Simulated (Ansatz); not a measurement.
A (001) slab of Au (P6_3/mmc (No. 194)), 7 planes, outer planes Au (top) and Au (bottom), with 7 atoms (Au7) in a surface cell of A = 7.235 Å², as cut from the bulk:

```xyz
7
Lattice="2.8903 0.0000 0.0000 -1.4451 2.5031 0.0000 0.0000 0.0000 29.5941" Properties=species:S:1:pos:R:3 pbc="T T T"
Au    0.0000    1.6687    7.5000
Au    1.4451    0.8344    9.9324
Au    0.0000    1.6687   12.3647
Au    1.4451    0.8344   14.7971
Au    0.0000    1.6687   17.2294
Au    1.4451    0.8344   19.6618
Au    0.0000    1.6687   22.0941
```

Level of theory: DFT r2SCAN, scalar-relativistic, plane waves, PAW in Ansatz 0.2.0. Plane waves to 500 eV, a k mesh through Γ of 12×12×1 on the computed 7-atom cell and Gaussian smearing (0.10 eV); no spin polarisation.

Against the same 7 atoms in the bulk, the slab as cut lies 0.681 eV higher and the relaxed slab 0.677 eV higher.

**Question.** Work out the surface energy before and after relaxation.

**Answer.** The slab has two faces, so γ = (E_slab − N·E_bulk)/(2A), the mean of both. As cut: 0.681/(2 × 7.235) = 0.0471 eV/Å², and 1 eV/Å² = 16.02 J/m², so γ = 0.75 J/m². Relaxed: 0.677/(2 × 7.235) = 0.0468 eV/Å² = 0.75 J/m². Relaxation recovers 0.6 % of the cost of cutting.

**Question.** What is the ideal work of this cut, per area?

**Answer.** Griffith's ideal work is 2γ: 1.51 J/m² if the new faces stay rigid, 1.50 J/m² if they relax. One thickness was run, 7 planes, so γ can still shift with it.

The reference crystal is a form of Au, which isn't its usual structure.